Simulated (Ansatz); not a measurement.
# Na₈MgNi₂O₈: Electric field gradients

The cell is a computed structure from the Materials Project (it need not be an observed phase), taken as it stands.

```yaml
crystal:
  lattice:
    - [5.73161, 0.00000, 0.00000]
    - [1.90780, 5.46635, 0.00000]
    - [2.64922, -0.71917, 8.46175]
  atoms:
    - { symbol: Na, position: [0.57196, 0.93307, 0.86439] }
    - { symbol: Na, position: [0.08491, 0.43487, 0.83453] }
    - { symbol: Na, position: [0.62480, 0.42845, 0.70045] }
    - { symbol: Na, position: [0.16518, 0.91987, 0.67042] }
    - { symbol: Na, position: [0.81247, 0.91526, 0.47092] }
    - { symbol: Na, position: [0.98313, 0.57632, 0.19459] }
    - { symbol: Na, position: [0.31557, 0.98361, 0.24961] }
    - { symbol: Na, position: [0.46921, 0.41292, 0.04713] }
    - { symbol: Mg, position: [0.61719, 0.30020, 0.35104] }
    - { symbol: Ni, position: [0.11423, 0.43657, 0.49773] }
    - { symbol: Ni, position: [0.00268, 0.01841, 0.00845] }
    - { symbol: O, position: [0.25982, 0.71986, 0.90542] }
    - { symbol: O, position: [0.82882, 0.17793, 0.86652] }
    - { symbol: O, position: [0.39253, 0.20981, 0.55414] }
    - { symbol: O, position: [0.90406, 0.67456, 0.65631] }
    - { symbol: O, position: [0.90812, 0.30644, 0.42432] }
    - { symbol: O, position: [0.31568, 0.57103, 0.32203] }
    - { symbol: O, position: [0.18883, 0.20806, 0.04324] }
    - { symbol: O, position: [0.75413, 0.99555, 0.20506] }
```

Atoms are numbered from 1 in the order listed; like atoms form one site, named after its first atom.

Method: Kohn–Sham DFT in Ansatz, PBE, plane waves and PAW, scalar-relativistic, collinear spin, 420 eV cutoff, Γ-centred 4×4×3 k-points, Fermi–Dirac smearing 0.02 eV. Start moments as typed (μB): 3 on each Ni, none on the rest. The program fits them to the shells of the files, so those used differ somewhat.

V_zz is the principal component of the electric field gradient with the largest magnitude, η = (V_xx − V_yy)/V_zz and C_Q = eQV_zz/h. Directions are in the Cartesian axes of the cell vectors above, for the atom listed; none is given where the gradient is under 0.02 or η is above 0.95.

Question: Give the quadrupolar parameters of the distinct sites.

Answer: 

```
site  first atom                                                                    first shell  V_zz (10²¹ V/m²)     η  direction of V_zz (x, y, z)
 Na1           1                                                             4 O at 2.33–2.43 Å              3.04  0.27              0.39 -0.59 0.71
 Na2           2                                        5 O at 2.33–2.65 Å; also 1 Na at 2.95 Å              2.58  0.12              -0.57 0.51 0.64
 Na3           3                                        5 O at 2.34–2.70 Å; also 2 Na at 2.95 Å             -0.59  0.66              -0.02 0.28 0.96
 Na4           4                                                             4 O at 2.28–2.48 Å             -1.06  0.93              0.66 0.61 -0.44
 Na5           5                                         4 O at 2.21–2.50 Å; also 1 O at 2.85 Å             -1.95  0.56             -0.31 0.69 -0.65
 Na6           6                                   5 O at 2.30–2.86 Å; also 3 Na at 2.55–3.16 Å             -2.27  0.63              -0.06 0.99 0.11
 Na7           7                                    4 O at 2.38–2.54 Å; also 2 O at 3.24–3.34 Å              1.20  0.82               0.23 0.54 0.81
 Na8           8                    4 O at 2.23–2.42 Å; also 2 Na at 2.55–2.95 Å, 1 O at 3.02 Å             -1.07  0.66              -0.40 0.57 0.72
  Mg           9                                                             4 O at 1.97–2.05 Å              1.93  0.71             -0.42 -0.62 0.66
Ni10          10                                                             4 O at 1.82–1.96 Å              3.85  0.92               0.32 0.70 0.64
Ni11          11                                                             4 O at 1.85–1.93 Å             -1.60  0.52               0.94 0.08 0.33
 O12          12                                            1 Ni at 1.89 Å, 5 Na at 2.36–2.48 Å              6.28  0.18              -0.39 0.73 0.56
 O13          13                                            1 Ni at 1.88 Å, 5 Na at 2.23–2.37 Å              6.87  0.14              0.56 -0.50 0.66
 O14          14  1 Ni at 1.89 Å, 1 Mg at 2.05 Å, 2 Na at 2.35–2.48 Å; also 3 Na at 2.65–3.24 Å              5.94  0.30              0.71 -0.64 0.30
 O15          15                                            1 Ni at 1.82 Å, 5 Na at 2.21–2.42 Å              5.88  0.36              -0.28 0.61 0.74
 O16          16           1 Ni at 1.86 Å, 1 Mg at 1.97 Å, angle 159°; also 4 Na at 2.47–2.57 Å              5.25  0.56               0.91 0.28 0.31
 O17          17       1 Ni at 1.96 Å, 1 Mg at 1.99 Å, 3 Na at 2.42–2.48 Å; also 1 Na at 2.85 Å              6.57  0.22             -0.56 -0.35 0.75
 O18          18                                            1 Ni at 1.85 Å, 5 Na at 2.30–2.38 Å              5.82  0.18               0.85 0.51 0.13
 O19          19                            1 Ni at 1.93 Å, 1 Mg at 2.00 Å, 3 Na at 2.34–2.50 Å              5.38  0.29             -0.46 -0.12 0.88
```

At O12, O13, O14, O15 and O18 V_zz points along its shortest bond, to Ni (within 9°) in each case. At O17 and O19 V_zz points along its one bond to Ni (within 7°) in each case. At Na5 V_zz points along its shortest bond, to O (within 6°).

The moments were started parallel, and the run ended with some of them reversed. The program didn't check the stability of this electronic state in full, so a lower one may lie near. With these PAW files V_zz is typically within 2 to 3 % of all-electron values, but misses above 10 % occur on Ni. With a gap of 0.3 eV on this mesh, small gradients can still move by 0.1 × 10²¹ V/m² or more as the k-mesh gets denser. The magnetic order is the one that the run reached from its start moments, not necessarily the measured one. Where η is near 1 the sign of V_zz means little.
